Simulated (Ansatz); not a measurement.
**Property card for Ba2O**

Ba2O:
Space group R-3m, hexagonal axes (No. 166); a = 3.9032 Å, b = 3.9032 Å, c = 21.4793 Å, α = 90.00°, β = 90.00°, γ = 120.00°

```tsv
atom	site	symmetry	x	y	z
Ba	6c	3m	0.0000	0.0000	0.2643
O	3a	-3m	0.0000	0.0000	0.0000
```
(The calculation used a cell of 3 atoms; values per cell refer to that cell.)

Space group R-3m (No. 166); conventional cell a = b = 3.9032 Å, c = 21.4793 Å, α = β = 90.00°, γ = 120.00°.

Method: PBEsol (plane waves, PAW; program Ansatz). Geometry: relaxed at this level of theory. Other levels are named where they apply.

Cell and energy:

```json
{
  "volume_per_atom": "31.49 Å³",
  "density": "5.11 g/cm³",
  "Formation energy from the elements (no fitted shifts)": "-1.60 eV/atom"
}
```

Electronic structure:

```json
{
  "electronic_character": "metallic (no gap)",
  "Density of states at the Fermi level": "0.91 states/eV per atom (mean over ±0.08 eV)",
  "Gap with spin–orbit coupling": "none (metallic)"
}
```

Mechanics:

```json
{
  "Bulk modulus (Birch–Murnaghan fit)": "26.3 GPa",
  "Pressure derivative B′": "4.5"
}
```

Phonons:

```json
{
  "highest_zone_centre_frequency": "6.32 THz",
  "zone_centre_stability": "no imaginary mode at Γ"
}
```

The start of the workflow was typed in or built on a structure type; neither database checked (COD, Materials Project) lists it. Its standing as an ambient phase is unchecked. The PBEsol relaxation kept the symmetry of its start. The volume moved by -23 % from the start of the relaxation. As this level gives no gap, phonon frequencies hold no LO–TO term and depend on the k-mesh and smearing (Fermi–Dirac, 0.1 eV here). The references are the lowest solids computed at this level, not always the standard phases (solids in place of the gases). Scalar-relativistic: spin–orbit coupling is off unless named, which matters more the heavier the elements.

Potentials: the earlier of the program's two PAW sets. The files were generated under PBE; for other functionals the program regenerates the frozen cores, and for LDA and PBEsol the local potential too.
